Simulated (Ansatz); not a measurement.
AlO2 (Cmcm), an elastic constant from a strain scan

All numbers below come from DFT PBE+D3(BJ), scalar-relativistic, plane waves, PAW (Ansatz 0.2.0). Settings: plane waves to 420 eV, k-mesh 16×16×14 (Γ-centred), Gaussian smearing 0.15 eV. Collinear spins, started from moments 0.0, 0.0, 0.0, 0.0, 0.8, 0.8 μB in atom order; the magnetic state may not be the lowest. Energies are free energies at this smearing, counted from the undisturbed cell; pressure is positive in compression.

Reference structure (relaxed at this level; it needn't be the usual structure):

```
Al O
1.0
     1.47821   -5.30621    0.00000
     1.47821    5.30621    0.00000
     0.00000    0.00000    3.63534
Al O
2 4
Direct
  0.33237 0.66763 0.25000
  0.66763 0.33237 0.75000
  0.70479 0.29521 0.25000
  0.29521 0.70479 0.75000
  0.94094 0.05906 0.25000
  0.05906 0.94094 0.75000
```

The cell is strained by ε times the Voigt pattern (1, 1, 0, 0, 0, 0) (xx, yy, zz, yz, xz, xy; engineering shear) with fractional coordinates fixed. The cell holds 6 atoms in V0 = 57.03 Å³. The stress column is τ = (1/V0) dE/dε, got from the stress tensor σ (compression positive) at each point as −det(1 + εP) σ : P(1 + εP)⁻¹, with P the pattern as a tensor.

| ε | ΔE (meV/atom) | τ (GPa) |
| --- | --- | --- |
| -0.0200 | ? | ? |
| -0.0100 | 2.583 | -8.943 |
| 0.0000 | 0.000 | 0.092 |
| 0.0050 | 0.646 | 4.282 |
| 0.0150 | 5.531 | 12.048 |

Which combination of elastic constants does this scan measure, and how large is it?

For small ε, τ = τ0 + Kε with K = pᵀCp, which for this pattern is C11 + C22 + 2 C12 in the Cartesian frame shown. The parabola through τ at ε = -0.0100, 0 and 0.0050 has slope K = 860 GPa at zero. The energies per cell, E = NΔE, of the same two points give K = 2[E(ε₊)/ε₊ − E(ε₋)/ε₋]/[(ε₊ − ε₋)V0] = 871 GPa, in agreement. These are clamped-ion values.

Predict the withheld row at ε = -0.0200 from the harmonic law, and compare.

ΔE = V0(τ0 ε + Kε²/2)/N = 10.092 meV/atom and τ = -17.10 GPa. The calculation gives 10.799 meV/atom and -18.91 GPa: the energy lies 7 % above the harmonic value, as bonds stiffen under compression.

Forces appear on the atoms along this scan, and letting them relax would lower the energy and soften the response. No gap shows at this level, though a semilocal functional can close a small gap that the real compound has; without a gap these slopes depend on the k mesh and the smearing.